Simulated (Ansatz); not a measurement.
ZrB$_{2}$:
```
ZrB2
1.0
    3.15480     0.00000     0.00000
   -1.57740     2.73214     0.00000
    0.00000     0.00000     3.50654
Zr B
1 2
Direct
  0.00000   0.00000   0.00000
  0.33333   0.66667   0.50000
  0.66667   0.33333   0.50000
```

Relaxed with PBEsol. Special points in fractions of this cell's reciprocal vectors: Γ (0.000, 0.000, 0.000); M (0.500, 0.000, 0.000); K (0.333, 0.333, 0.000); A (0.000, 0.000, 0.500); L (0.500, 0.000, 0.500); H (0.333, 0.333, 0.500).

Question: List the band energies nearest the Fermi level at these points for plane-wave PAW PBEsol with spin–orbit coupling (Ansatz code).

Answer: In eV from the Fermi level; about four levels below and three above (degenerate sets whole), none deeper than 8.9 eV; points with the same levels are listed once.

| k | below | above |
|---|---|---|
| Γ | -2.60 -2.60 -2.23 -2.23 | 3.49 3.49 3.55 3.55 |
| M | -3.00 -3.00 -2.71 -2.71 | 2.35 2.35 2.40 2.40 |
| K | -2.44 -2.44 -2.42 -2.42 | 1.62 1.62 1.67 1.67 |
| A | -0.90 -0.90 -0.90 -0.90 | 0.33 0.33 0.36 0.36 |
| L | -4.14 -4.14 -1.89 -1.89 | 3.90 3.90 4.22 4.22 |
| H | -2.68 -2.68 -2.56 -2.56 | 4.25 4.25 6.25 6.25 |

Space group P6/mmm. Symmetry was held in the PBEsol relaxation; of distortions, only those at the zone centre were tested. The run is not spin-polarised.

Potentials: the later of the program's two PAW sets.
